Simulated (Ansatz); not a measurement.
BW$_{2}$:
```
BW2
1.0
    3.47065     0.00000     0.00000
    0.00000     3.47065     0.00000
    0.00000     0.00000     6.38845
W B
4 2
Direct
  0.00000   0.00000   0.00000
  0.50000   0.50000   0.00000
  0.50000   0.00000   0.35997
  0.00000   0.50000   0.64003
  0.50000   0.00000   0.72159
  0.00000   0.50000   0.27841
```

Relaxed with r²SCAN. Special points in fractions of this cell's reciprocal vectors: Γ (0.000, 0.000, 0.000); X (0.000, 0.500, 0.000); M (0.500, 0.500, 0.000); Z (0.000, 0.000, 0.500); R (0.000, 0.500, 0.500); A (0.500, 0.500, 0.500).

### Question
List the band energies nearest the Fermi level at these points for plane-wave PAW r²SCAN (Ansatz code).

### Answer
In eV from the Fermi level; about four levels below and three above (degenerate sets whole), none deeper than 8.9 eV; points with the same levels are listed once.

```json
[
 {"k": "Γ", "below": "-1.31 -0.59 -0.45 -0.45", "above": "0.04 1.24 2.35"},
 {"k": "X", "below": "-2.39 -2.39 -1.65 -1.65", "above": "0.15 0.15 0.83 0.83"},
 {"k": "M", "below": "-3.20 -3.20 -1.17 -1.17", "above": "0.90 0.90 1.48 1.48"},
 {"k": "Z", "below": "-1.82 -1.82 -0.94 -0.94 -0.73", "above": "1.04 1.43 1.79 1.79"},
 {"k": "R", "below": "-1.17 -1.17 -0.51 -0.51", "above": "0.59 0.59 1.46 1.46"},
 {"k": "A", "below": "-3.14 -3.14 -3.03 -3.03", "above": "1.20 1.20 1.69 1.69"}
]
```

Space group P4/nmm. A made-up cell: these elements were put on the sites of a structure type; neither database checked (COD, Materials Project) lists it. COD files the formula under space group No. 140. Whether it is the stable phase at ambient conditions was not checked. The r²SCAN relaxation kept the symmetry of its start; its stability against distortions is not shown here. No spin polarisation was allowed. Spin–orbit coupling is left out wherever it is not named.

Potentials: the earlier of the program's two PAW sets.
